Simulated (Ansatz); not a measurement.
# Is this RbLaSn3 structure a true minimum?

It was reached by relaxing an invented guess, and it needn't be the stable form of this composition.

Level of theory: Ansatz 0.2.0, DFT PBE, scalar-relativistic, plane waves, PAW. Plane waves to 420 eV, a k mesh through Γ of 8×6×4 on the computed 5-atom cell and Gaussian smearing (0.10 eV); no spin polarisation.

The cell below (5 atoms, space group Pmmm (No. 47)) is relaxed within its symmetry.

```xyz
5
Lattice="4.7072 0.0000 0.0000 0.0000 5.1989 0.0000 0.0000 0.0000 7.2863" Properties=species:S:1:pos:R:3 pbc="T T T"
Rb    0.0000    2.5994    3.6432
La    2.3536    2.5994    0.0000
Sn    2.3536    0.0000    5.2004
Sn    2.3536    0.0000    2.0859
Sn    0.0000    0.0000    0.0000
```

For the test a repeat of it with 10 atoms (edges 4.71, 5.20, 14.57 Å) was strained at random (σ = 1.5 % a component), the atoms were moved at random (σ = 0.15 Å), and all was relaxed again on a coarse 6×4×2 mesh (in the run’s order of axes) with 0.20 eV smearing, with no symmetry imposed.

Task: What happens?

Result: It returns, within 1 meV/atom of the unmoved cell on that mesh and with the same symmetry when read at 0.1 Å. So it is stable against the distortions that fit this cell and that this random move excites. Modes that don't fit the cell aren't tested.
